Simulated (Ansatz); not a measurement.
TaN in space group P-62m (No. 189; Ta on 1a, Ta on 2d, N on 3f) under volume change, LDA in the plane-wave PAW code Ansatz, shape and atoms relaxed at each volume.

```
V (Å³/atom)  E − E(relaxed) (meV/atom)  P (GPa)
-----------  -------------------------  -------
10.012                           113.0    39.69
10.342                            47.5    24.31
10.672                            11.2    11.20
11.002                             0.0     0.00
11.332                            10.1    -9.55
11.662                            38.4   -17.70
11.992                            82.2   -24.65
```

What does a third-order Birch–Murnaghan fit give for V₀, B₀ and B′?

V₀ = 11.00 Å³/atom, B₀ = 344 GPa, B′ = 4.3.

The LDA relaxation kept the symmetry of its start. No spin polarisation was allowed. Spin–orbit coupling is left out wherever it is not named.

Potentials: the earlier of the program's two PAW sets. The files were generated under PBE; for other functionals the program regenerates the frozen cores, and for LDA and PBEsol the local potential too.
